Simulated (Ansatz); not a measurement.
SnS (GeS type, space group Pnma)

```yaml
crystal:
  lattice:
    - [11.15496, 0.00000, 0.00000]
    - [0.00000, 3.99977, 0.00000]
    - [0.00000, 0.00000, 4.26144]
  atoms:
    - { symbol: Sn, position: [0.61841, 0.75000, 0.61182] }
    - { symbol: Sn, position: [0.88159, 0.25000, 0.11182] }
    - { symbol: Sn, position: [0.38159, 0.25000, 0.38818] }
    - { symbol: Sn, position: [0.11841, 0.75000, 0.88818] }
    - { symbol: S, position: [0.35287, 0.75000, 0.97527] }
    - { symbol: S, position: [0.14713, 0.25000, 0.47527] }
    - { symbol: S, position: [0.64713, 0.25000, 0.02473] }
    - { symbol: S, position: [0.85287, 0.75000, 0.52473] }
```

This relaxed cell (volume V₀) is scaled evenly in all directions, its shape held. The atoms relax within the cell's symmetry.

Calculation: PBE-D3(BJ) (plane waves to 420 eV, PAW, scalar-relativistic; Ansatz, a quantum-chemistry and plane-wave program). k mesh 3×8×8 (Γ-centred), Fermi-Dirac smearing 0.05 eV. Compression counts positive. SnS was relaxed with its symmetry unable to fall.

At one point of the scan the stress tensor (GPa) is:

```
  -1.58     0.00     0.00
   0.00    -2.28     0.00
   0.00     0.00    -1.57
```

Problem. Which point is it?
A. V/V₀ = 1.040
B. V/V₀ = 1.080
C. V/V₀ = 1.060
D. V/V₀ = 1.020

Solution. C, V/V₀ = 1.060

(A scan under strain: stresses follow from slopes of the energy per volume, elastic moduli from its curvatures.)
